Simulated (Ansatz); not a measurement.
Ba₂BiSb₂ in space group Immm (No. 71; Bi on 2a, Ba on 4j, Sb on 4h) under volume change, PBE (plane waves, PAW; program Ansatz), shape and atoms relaxed at each volume.

```
V (Å³/atom)  E − E(relaxed) (meV/atom)  P (GPa)
-----------  -------------------------  -------
34.123                            39.0     4.02
35.248                            16.4     2.46
36.373                             3.9     1.14
37.498                             0.0     0.00
38.623                             3.5    -0.97
39.748                            13.2    -1.79
40.873                            28.3    -2.49
```

Q: What does a third-order Birch–Murnaghan fit give for V₀, B₀ and B′?

A: V₀ = 37.50 Å³/atom, B₀ = 34.8 GPa, B′ = 4.3.

The workflow started from an entry of the Crystallography Open Database (COD, 293 K). Its standing as an ambient phase is unchecked. The PBE relaxation kept the symmetry of its start; its stability against distortions is not shown here. Scalar-relativistic: spin–orbit coupling is off unless named, which matters more the heavier the elements.

Potentials: the later of the program's two PAW sets.
